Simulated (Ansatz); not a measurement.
AlN:
```yaml
crystal:
  lattice:
    - [5.37242, 0.00000, 0.00000]
    - [0.00000, 5.37242, 0.00000]
    - [0.00000, 0.00000, 5.37242]
  atoms:
    - { symbol: Al, position: [0.25000, 0.00000, 0.50000] }
    - { symbol: Al, position: [0.50000, 0.25000, 0.00000] }
    - { symbol: Al, position: [0.50000, 0.75000, 0.00000] }
    - { symbol: Al, position: [0.75000, 0.00000, 0.50000] }
    - { symbol: Al, position: [0.00000, 0.50000, 0.75000] }
    - { symbol: Al, position: [0.00000, 0.50000, 0.25000] }
    - { symbol: N, position: [0.25000, 0.50000, 0.00000] }
    - { symbol: N, position: [0.00000, 0.25000, 0.50000] }
    - { symbol: N, position: [0.00000, 0.75000, 0.50000] }
    - { symbol: N, position: [0.75000, 0.50000, 0.00000] }
    - { symbol: N, position: [0.50000, 0.00000, 0.75000] }
    - { symbol: N, position: [0.50000, 0.00000, 0.25000] }
```

Relaxed with PBE. Special points in fractions of this cell's reciprocal vectors: Γ (0.000, 0.000, 0.000); X (0.000, 0.500, 0.000); M (0.500, 0.500, 0.000); R (0.500, 0.500, 0.500).

Task: List the band energies nearest the valence-band maximum at these points for PBE in the plane-wave PAW code Ansatz.

Result: In eV from the valence-band maximum; about four levels below and three above (degenerate sets whole), none deeper than 8.9 eV; points with the same levels are listed once.

| k | below | above |
|---|---|---|
| Γ | -1.20 -1.20 -1.20 0.00 0.00 0.00 | 2.64 4.75 6.25 6.25 6.25 |
| X | -0.90 -0.90 -0.03 -0.03 | 4.34 4.34 5.99 5.99 |
| M | -0.96 -0.96 -0.68 -0.04 | 4.80 5.28 5.28 |
| R | -1.44 -1.44 -1.44 -1.44 | 6.17 6.17 6.83 6.83 6.83 6.83 6.83 6.83 |

Space group Pm-3n. The start of the workflow was typed in or built on a structure type; neither database checked (COD, Materials Project) lists it. It is not the phase usual at ambient conditions (space group No. 186, 216). The cell was relaxed with PBE under the symmetry of its start; whether a distortion lowers the energy is not shown.

Potentials: the later of the program's two PAW sets.
